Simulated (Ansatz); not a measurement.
Relaxed CuAu (CuAu type, space group P4/mmm):

```yaml
crystal:
  lattice:
    - [2.86058, 0.00000, 0.00000]
    - [0.00000, 2.86058, 0.00000]
    - [0.00000, 0.00000, 3.55181]
  atoms:
    - { symbol: Cu, position: [0.50000, 0.50000, 0.50000] }
    - { symbol: Au, position: [0.00000, 0.00000, 0.00000] }
```

Level of theory: r2SCAN (plane waves to 500 eV, PAW, scalar-relativistic; Ansatz, a quantum-chemistry and plane-wave program). k mesh 13×13×11 (Γ-centred), Fermi-Dirac smearing 0.05 eV. With partly filled bands, energies and forces of such displacements shift with the k mesh and the smearing. On this mesh the relaxed cell isn't quite at rest: it carries a pressure of -0.1 GPa (compression positive) at the zero of the scan. CuAu is run without spin polarisation. CuAu was relaxed with its symmetry unable to fall. Spin-orbit coupling is left out, though Au is heavy.

One atom of the cell was then moved (with its periodic images), all else fixed, and the forces (eV/Å) came out as:

```tsv
atom	Fx	Fy	Fz
Cu1	0.993	0.000	0.000
Au2	-0.993	0.000	0.000
```

With two atoms only their relative shift counts; take Cu1 as fixed.

Which atom was moved, and by which vector (Å)?

Au2, by (0.27, 0.00, 0.00), 0.27 Å in all.

(A displaced cell: forces are minus the slopes of the energy, force constants its curvatures, and phonons follow from these.)
